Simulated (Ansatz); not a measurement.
SnPd in space group P6/mmm (No. 191; Pd on 3f, Sn on 2d, Sn on 1a) under volume change, PBE in the plane-wave PAW code Ansatz, shape and atoms relaxed at each volume.

```json
[
 {"V (Å³/atom)": "19.242", "E − E(relaxed) (meV/atom)": "63.9", "P (GPa)": "11.89"},
 {"V (Å³/atom)": "19.876", "E − E(relaxed) (meV/atom)": "26.5", "P (GPa)": "7.14"},
 {"V (Å³/atom)": "20.510", "E − E(relaxed) (meV/atom)": "6.2", "P (GPa)": "3.23"},
 {"V (Å³/atom)": "21.145", "E − E(relaxed) (meV/atom)": "0.0", "P (GPa)": "0.00"},
 {"V (Å³/atom)": "21.779", "E − E(relaxed) (meV/atom)": "___", "P (GPa)": "___"},
 {"V (Å³/atom)": "22.413", "E − E(relaxed) (meV/atom)": "20.5", "P (GPa)": "-4.85"},
 {"V (Å³/atom)": "23.048", "E − E(relaxed) (meV/atom)": "___", "P (GPa)": "___"}
]
```

Problem. Fill in the missing entries.

Solution. 
- 21.779, E − E(relaxed) (meV/atom): 5.5
- 21.779, P (GPa): -2.67
- 23.048, E − E(relaxed) (meV/atom): 43.4
- 23.048, P (GPa): -6.64

Problem. What does a third-order Birch–Murnaghan fit give for V₀, B₀ and B′?

Solution. V₀ = 21.14 Å³/atom, B₀ = 97.5 GPa, B′ = 5.4.

The start of the workflow was typed in or built on a structure type; neither database checked (COD, Materials Project) lists it. COD files the formula under space group No. 62, 194. Whether it is the stable phase at ambient conditions was not checked. The cell was relaxed with PBE under the symmetry of its start; whether a distortion lowers the energy is not shown. No spin polarisation was allowed. Spin–orbit coupling is left out wherever it is not named.

Potentials: the earlier of the program's two PAW sets.
